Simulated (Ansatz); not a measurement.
Molecular dynamics on a 2×2×2 supercell (24 atoms) of SrCl2 (Fm-3m), relaxed with r2SCAN. Forces come from PBE in Ansatz 0.2.0: Langevin thermostat and barostat (NPT), 1700 K, steps of 1.5 fs. Classical nuclei, no spin polarisation; a few dozen steps show the first response, not equilibrium.

```yaml
crystal:
  lattice:
    - [0.0, 6.9953018825, 6.9953018825]
    - [6.9953018825, 0.0, 6.9953018825]
    - [6.9953018825, 6.9953018825, 0.0]
  atoms:
    - { symbol: Sr, position: [0.0, 0.0, 0.0] }
    - { symbol: Cl, position: [0.125, 0.125, 0.125] }
    - { symbol: Cl, position: [0.375, 0.375, 0.375] }
    - { symbol: Sr, position: [0.0, 0.0, 0.5] }
    - { symbol: Cl, position: [0.125, 0.125, 0.625] }
    - { symbol: Cl, position: [0.375, 0.375, 0.875] }
    - { symbol: Sr, position: [0.0, 0.5, 0.0] }
    - { symbol: Cl, position: [0.125, 0.625, 0.125] }
    - { symbol: Cl, position: [0.375, 0.875, 0.375] }
    - { symbol: Sr, position: [0.0, 0.5, 0.5] }
    - { symbol: Cl, position: [0.125, 0.625, 0.625] }
    - { symbol: Cl, position: [0.375, 0.875, 0.875] }
    - { symbol: Sr, position: [0.5, 0.0, 0.0] }
    - { symbol: Cl, position: [0.625, 0.125, 0.125] }
    - { symbol: Cl, position: [0.875, 0.375, 0.375] }
    - { symbol: Sr, position: [0.5, 0.0, 0.5] }
    - { symbol: Cl, position: [0.625, 0.125, 0.625] }
    - { symbol: Cl, position: [0.875, 0.375, 0.875] }
    - { symbol: Sr, position: [0.5, 0.5, 0.0] }
    - { symbol: Cl, position: [0.625, 0.625, 0.125] }
    - { symbol: Cl, position: [0.875, 0.875, 0.375] }
    - { symbol: Sr, position: [0.5, 0.5, 0.5] }
    - { symbol: Cl, position: [0.625, 0.625, 0.625] }
    - { symbol: Cl, position: [0.875, 0.875, 0.875] }
kpoints:
  mp_grid: { grid: [2, 2, 2] }
hamiltonian:
  xc: pbe
scf:
  occupations: { method: fermi_dirac, width: 0.146 }
md:
  ensemble: npt_langevin
  temperature: 1700
  timestep: 1.5
  n_steps: 30
  initial_velocities: maxwell_boltzmann
  seed: 9254
```

Run as `ansatz run input.yaml --threads 4 --pin off --max-ram 3686MiB --backend cpu --events-out ev --progress --plain --runs-dir out`. Wall time 5.6 min on 4 threads of Arm Neoverse V1, on a shared host; peak host memory 2.5 GiB.

**Question.** How do temperature and energy develop?

**Answer.** The temperature goes from 1629 K to 864 K in 45 fs. The thermostat hasn't had time to restore it. The atoms start on their lattice sites with kinetic energy alone, so much of it first passes into potential energy.
```tsv
step	t (fs)	T (K)	free energy F from step 0 (meV/atom)	kinetic energy (meV/atom)	pressure (GPa)	volume (Å³/atom)	largest force (eV/Å)
0	0	1629	0.0	210.6	1.48	28.53	0.00
1	1.5	1700	0.3	219.8	1.52	28.52	0.08
2	3	1714	1.3	221.6	1.55	28.52	0.16
3	4.5	1641	2.9	212.1	1.54	28.52	0.25
4	6	1659	5.0	214.5	1.58	28.52	0.33
5	7.5	1779	7.8	230.0	1.67	28.52	0.42
6	9	1724	11.2	222.9	1.70	28.51	0.52
7	10.5	1755	15.1	226.8	1.77	28.51	0.63
8	12	1713	19.5	221.4	1.82	28.52	0.74
9	13.5	1680	24.5	217.1	1.87	28.52	0.85
10	15	1672	30.0	216.2	1.94	28.52	0.96
11	16.5	1626	36.0	210.2	2.01	28.52	1.07
12	18	1491	42.3	192.8	2.05	28.51	1.18
13	19.5	1395	48.8	180.3	2.10	28.51	1.29
14	21	1349	55.4	174.4	2.17	28.52	1.39
15	22.5	1333	62.1	172.3	2.25	28.53	1.49
16	24	1258	68.9	162.7	2.29	28.55	1.58
17	25.5	1191	75.3	154.0	2.32	28.58	1.67
18	27	1182	81.6	152.8	2.38	28.60	1.76
19	28.5	1080	87.7	139.6	2.39	28.63	1.84
20	30	1029	93.4	133.0	2.40	28.67	1.91
21	31.5	1059	98.6	136.8	2.45	28.71	1.98
22	33	987	103.5	127.6	2.45	28.74	2.04
23	34.5	939	108.1	121.4	2.46	28.78	2.10
24	36	945	112.1	122.1	2.48	28.82	2.13
25	37.5	987	115.6	127.6	2.51	28.86	2.15
26	39	877	118.6	113.4	2.46	28.90	2.15
27	40.5	954	121.3	123.3	2.50	28.94	2.17
28	42	982	123.7	126.9	2.51	28.98	2.17
29	43.5	906	126.1	117.1	2.45	29.03	2.16
30	45	864	128.3	111.6	2.41	29.08	2.13
```

Positions (Å) and forces (eV/Å) at step 30:
```
cell (Å): 0.000 7.040 7.040; 7.040 0.000 7.040; 7.040 7.040 0.000
Sr   0.147   0.047  -0.200     0.116   0.214  -0.529
Cl   1.949   2.008   1.862    -0.211  -0.807  -0.184
Cl   5.226   5.014   5.290     0.358   0.233   0.209
Sr   3.409   3.548   0.011     0.344  -0.028  -0.370
Cl   5.011   4.834   1.777     0.186   1.996   0.615
Cl   8.772   8.833   5.265    -0.287   0.028  -0.046
Sr   3.338  -0.068   3.674     0.132   0.251   0.454
Cl   5.042   1.657   5.363     0.380  -0.129  -0.065
Cl   8.777   5.543   8.850    -0.465  -0.378  -0.015
Sr   6.978   3.650   3.472    -0.187  -0.324   0.495
Cl   8.573   5.176   5.647     0.371   0.397  -1.005
Cl  12.272   8.725   8.798     1.167   0.444  -0.745
Sr  -0.093   3.133   3.417     0.217   1.223   0.901
Cl   2.040   5.359   5.190    -0.473   0.089   0.262
Cl   5.570   9.083   8.652    -0.023  -1.144  -0.057
Sr   3.634   7.189   3.241    -0.754  -1.678   1.078
Cl   5.204   8.422   5.254     0.306   0.673  -0.070
Cl   8.476  12.255   8.554     0.223   0.368   0.762
Sr   3.475   3.603   7.331     0.792   1.004  -1.593
Cl   5.111   5.730   9.017     0.132  -0.884  -0.366
Cl   8.951   8.958  12.075    -0.436  -0.182   0.203
Sr   7.125   7.274   7.094    -0.228  -0.496   0.226
Cl   9.115   8.857   8.659    -1.091  -0.246   0.434
Cl  12.574  12.329  12.566    -0.569  -0.626  -0.597
```
